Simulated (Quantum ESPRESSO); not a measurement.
## Band energies of PdZnF₆

```xyz
8
Lattice="2.4685 1.4252 4.5556 -2.4685 1.4252 4.5556 0.0000 -2.8504 4.5556" Properties=species:S:1:pos:R:3 pbc="T T T"
F     -1.6393    -0.0995     7.9898
F      1.6393     0.0995     5.6770
F      0.9059    -1.3699     7.9898
F     -0.9059     1.3699     5.6770
F      0.7335     1.4695     7.9898
F     -0.7335    -1.4695     5.6770
Zn     0.0000     0.0000     6.8334
Pd     0.0000     0.0000     0.0000
```

norm-conserving PBEsol (Quantum ESPRESSO, 84 Ry, scalar-relativistic); path ΓLB1,BZΓX,QFP1Z,LP; energies in eV from the valence-band maximum.

| k (1/Å) | point | band 36 | band 37 | band 38 | band 39 | band 40 | band 41 | band 42 | band 43 |
|---|---|---|---|---|---|---|---|---|---|
| 0.00 | Γ | -1.46 | -1.46 | -0.56 | -0.20 | -0.20 | 2.24 | 2.24 | 5.50 |
| 0.19 |  | -1.42 | -1.36 | -0.53 | -0.24 | -0.21 | 2.18 | 2.20 | 5.73 |
| 0.58 |  | -1.30 | -1.19 | -0.61 | -0.50 | -0.21 | 1.84 | 2.00 | 7.07 |
| 0.77 | L | -1.24 | -1.05 | -0.82 | -0.52 | -0.20 | 1.76 | 1.97 | 7.49 |
| 1.16 |  | -1.28 | -1.13 | -0.47 | -0.42 | -0.19 | 1.78 | 2.00 | 7.87 |
| 1.36 | B1 | -1.31 | -1.11 | -0.44 | -0.31 | -0.15 | 1.77 | 1.99 | 8.06 |
| 1.36 | B | -1.31 | -1.11 | -0.44 | -0.31 | -0.15 | 1.77 | 1.99 | 8.06 |
| 1.59 |  | -1.29 | -1.16 | -0.42 | -0.28 | -0.16 | 1.75 | 1.94 | 7.88 |
| 2.04 | Z | -1.14 | -1.14 | -0.44 | -0.40 | -0.40 | 1.85 | 1.85 | 7.26 |
| 2.50 |  | -1.37 | -1.37 | -0.51 | -0.22 | -0.22 | 2.14 | 2.14 | 5.83 |
| 2.73 | Γ | -1.46 | -1.46 | -0.56 | -0.20 | -0.20 | 2.24 | 2.24 | 5.50 |
| 3.10 |  | -1.39 | -1.23 | -0.48 | -0.35 | -0.24 | 2.03 | 2.13 | 6.29 |
| 3.29 |  | -1.34 | -1.11 | -0.56 | -0.37 | -0.26 | 1.92 | 2.01 | 7.03 |
| 3.66 | X | -1.26 | -1.11 | -0.50 | -0.37 | -0.13 | 1.73 | 2.06 | 8.00 |
| 3.66 | Q | -1.26 | -1.11 | -0.50 | -0.37 | -0.13 | 1.73 | 2.06 | 8.00 |
| 4.00 | F | -1.30 | -1.05 | -0.55 | -0.41 | 0.00 | 1.63 | 2.23 | 8.04 |
| 4.00 | P1 | -1.30 | -1.12 | -0.51 | -0.32 | -0.09 | 1.72 | 2.03 | 8.02 |
| 4.24 |  | -1.27 | -1.18 | -0.43 | -0.31 | -0.18 | 1.76 | 1.92 | 7.70 |
| 4.48 |  | -1.19 | -1.16 | -0.42 | -0.38 | -0.37 | 1.83 | 1.85 | 7.32 |
| 4.60 | Z | -1.14 | -1.14 | -0.44 | -0.40 | -0.40 | 1.85 | 1.85 | 7.26 |
| 4.60 | L | -1.24 | -1.05 | -0.82 | -0.52 | -0.20 | 1.76 | 1.97 | 7.49 |
| 4.76 |  | -1.33 | -1.13 | -0.71 | -0.40 | -0.21 | 1.80 | 1.93 | 7.59 |
| 5.08 | P | -1.30 | -1.12 | -0.51 | -0.32 | -0.09 | 1.72 | 2.03 | 8.02 |

The PBEsol gap is direct, 1.63 eV at F.

Spin-orbit splittings are left out.

Geometry of the Materials Project entry, not relaxed at this level.
